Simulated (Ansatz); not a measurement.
This InAs3 structure is the end of a relaxation. The cell was found from a structure generator's guess, not taken from experiment.

Method: DFT PBE, scalar-relativistic, plane waves, PAW in Ansatz 0.2.0. Cutoff 420 eV, Γ-centred mesh, Gaussian smearing, no spin polarisation.

```
In As
1.0
     2.97759    0.00000    0.00000
    -1.48880    2.57867    0.00000
     0.00000    0.00000   11.29272
In As
1 3
Cartesian
  0.0000 0.0000 5.6464
  0.0000 0.0000 8.5544
  0.0000 0.0000 2.7383
  0.0000 0.0000 0.0000
```

Formation energies are uncorrected and refer to the elements' standard structures at the same level.

Problem. Find its symmetry and describe it.

Solution. P6/mmm (No. 191). Conventional cell: a = 2.978 Å, c = 11.293 Å. In has 2 As at 2.91 Å and 6 In at 2.98 Å; As on a site of symmetry 6mm has 1 As at 2.74 Å, 1 In at 2.91 Å and 6 As at 2.98 Å; As on a site of symmetry 6/mmm is surrounded by 2 As at 2.74 Å and 6 As at 2.98 Å.

Problem. How far does it lie from the elements in energy?

Solution. +0.24 eV/atom. It can't be a ground state, since the elements alone are lower.

Problem. Is it a metal?

Solution. Yes, bands cross the Fermi level on the 18×18×4 mesh.

The last run used an 18×18×4 mesh (in the run's order of axes) for its 4-atom cell and Gaussian smearing of 0.10 eV. The reference form of As is held partly by dispersion forces, which this level lacks. A structure relaxed within its symmetry needn't be a true minimum. Another cell of InAs3 relaxed alike, in Im-3m, lies 177 meV/atom lower, so this cell isn't the stable form at this level.
